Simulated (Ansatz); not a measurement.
# Ba3AlS4Br: gradients before and after relaxing the atoms

Start: a COD entry, atoms as given.

Space group Pnma (No. 62); a = 12.3743, b = 9.5728, c = 8.4609 Å.

```
site  Wyckoff  site symmetry       x       y       z
 Ba1       4c            .m.  0.0250  0.2500  0.4133
 Ba5       8d              1  0.8353  0.9788  0.0911
  Al       4c            .m.  0.8945  0.2500  0.8107
 S17       8d              1  0.0719  0.9486  0.3118
 S25       4c            .m.  0.2178  0.2500  0.6339
 S29       4c            .m.  0.9919  0.2500  0.0337
  Br       4c            .m.  0.2682  0.2500  0.1676
```

One atom of each set is listed.

All values are calculated (Ansatz; DFT, PBE, plane waves and PAW, scalar-relativistic, 420 eV cutoff, Γ-centred 3×3×4 k-points, Fermi–Dirac smearing 0.02 eV), not measured.

The largest force at the start is 0.23 eV/Å. Relaxing the ions at fixed cell moves them by 0.038 Å at most (atom 28, S) and 0.019 Å rms.

| site | moved (Å) | first shell before | first shell after | V_zz before (10²¹ V/m²) | η before |
| --- | --- | --- | --- | --- | --- |
| Ba1 | 0.021 | 6 S at 3.03–3.24 Å, 2 Br at 3.25–3.66 Å | 6 S at 3.02–3.25 Å, 2 Br at 3.27–3.65 Å | 4.74 | 0.30 |
| Ba5 | 0.015 | 7 S at 3.24–3.66 Å, 2 Br at 3.35–3.41 Å; also 1 Al at 3.59 Å | 7 S at 3.23–3.65 Å, 2 Br at 3.36–3.41 Å; also 1 Al at 3.58 Å | 5.49 | 0.37 |
| Al | 0.005 | 4 S at 2.20–2.24 Å | 4 S at 2.22–2.25 Å | -1.06 | 0.14 |
| S17 | 0.015 | 1 Al at 2.20 Å | 1 Al at 2.22 Å | 3.13 | 0.33 |
| S25 | 0.038 | 1 Al at 2.24 Å | 1 Al at 2.25 Å | 2.31 | 0.13 |
| S29 | 0.010 | 1 Al at 2.24 Å | 1 Al at 2.25 Å | 3.04 | 0.04 |
| Br | 0.015 | 6 Ba at 3.25–3.66 Å | 6 Ba at 3.27–3.65 Å | 4.22 | 0.97 |

**Question.** What are V_zz and η after the relaxation?

**Answer.** 

```
site  V_zz after  η after  change of V_zz
 Ba1        4.86     0.38           +0.12
 Ba5        5.40     0.43           -0.09
  Al       -1.02     0.18           +0.04
 S17        3.44     0.31           +0.31
 S25        2.70     0.10           +0.39
 S29        3.45     0.02           +0.41
  Br       -4.10     0.99               –
```

The largest change of V_zz along a kept axis is on S29, from 3.04 to 3.45. In per cent, |V_zz| changes by -2 to +3 on Ba, -4 on Al, +10 to +17 on S (all sites that start above 0.5, bar those whose gradient vanishes or changes sign or whose main axis turns by over 40°). On Br the largest principal value lies along another axis in the second run, so the two V_zz can't be compared directly.

Without spin–orbit coupling (the program notes it for Ba) the gradients are little affected as a rule: paired runs on crystals with a gap mostly move them by under 2 % at such atoms.
